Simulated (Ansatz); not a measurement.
Space group Fm-3m (No. 225). a = 3.875 Å, b = 3.875 Å, c = 3.875 Å, α = 90.00°, β = 90.00°, γ = 90.00°
```json
{"atom": "Pd", "site": "4a", "symmetry": "m-3m", "x": "0.0000", "y": "0.0000", "z": "0.0000"}
```

Equation of state of this Pd structure (not necessarily the ground state), with shape and atoms relaxed at each volume where symmetry leaves them free. It has no gap at any of these volumes. Level of theory: Ansatz, DFT PBEsol, scalar-relativistic, plane waves, PAW.

Settings: cutoff 420 eV, Γ-centred mesh 18×18×18 on the computed 1-atom cell, Gaussian smearing of 0.10 eV; no spin polarisation.

| V (Å³/atom) | E − E(largest V) (meV/atom) | P (GPa) |
| --- | --- | --- |
| 13.673 | 7.76 | 14.98 |
| 14.110 | -21.27 | 6.78 |
| 14.546 | -29.96 | 0.01 |
| 14.982 | -21.88 | -5.58 |
| 15.419 | 0.00 | -10.16 |

Fit a third-order Birch–Murnaghan equation to E(V).

V0 = 14.54 Å³/atom, B0 = 205 GPa, B0' = 5.4.